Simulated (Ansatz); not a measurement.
AlVB:
```cif
data_Al4B4V4
_chemical_formula_sum 'Al4 B4 V4'
_space_group_name_H-M_alt 'Cmcm'
_space_group_IT_number 63
_space_group_name_Hall '-C 2c 2'
_cell_length_a 3.05670
_cell_length_b 14.13055
_cell_length_c 2.98849
_cell_angle_alpha 90.000
_cell_angle_beta 90.000
_cell_angle_gamma 90.000
loop_
_atom_site_label
_atom_site_type_symbol
_atom_site_symmetry_multiplicity
_atom_site_Wyckoff_symbol
_atom_site_fract_x
_atom_site_fract_y
_atom_site_fract_z
_atom_site_occupancy
Al1 Al 4 c 0.00000 0.69292 0.25000 1
B1 B 4 c 0.00000 0.53211 0.25000 1
V1 V 4 c 0.00000 0.08319 0.75000 1
```
(The calculation used a cell of 6 atoms; values per cell refer to that cell.)

Relaxed at zero pressure with PBEsol in the plane-wave PAW code Ansatz.

**Question.** The volume is lowered by 6 % and shape and atoms relax at that volume. What pressure results, and how do the axes share the change?

**Answer.** 12.9 GPa; a -1.9 %, b -2.6 %, c -1.7 %; the energy rises by 25 meV/atom.

**Question.** Give the new structure.

**Answer.** 
Space group Cmcm (No. 63); a = 2.9993 Å, b = 13.7641 Å, c = 2.9391 Å, α = β = γ = 90.00°

| atom | site | symmetry | x | y | z |
|---|---|---|---|---|---|
| Al | 4c | m2m | 0.0000 | 0.6945 | 0.2500 |
| B | 4c | m2m | 0.0000 | 0.5330 | 0.2500 |
| V | 4c | m2m | 0.0000 | 0.0848 | 0.7500 |

The phase is kept; no other phase was compared at this pressure.

The start of the workflow was typed in or built on a structure type; neither database checked (COD, Materials Project) lists it. Whether it is the stable phase at ambient conditions was not checked. Symmetry was held in the PBEsol relaxation; whether a distortion lowers the energy is not shown. The workflow began spin-polarised and lost its moments.

Potentials: the earlier of the program's two PAW sets. The files were generated under PBE; for other functionals the program regenerates the frozen cores, and for LDA and PBEsol the local potential too.
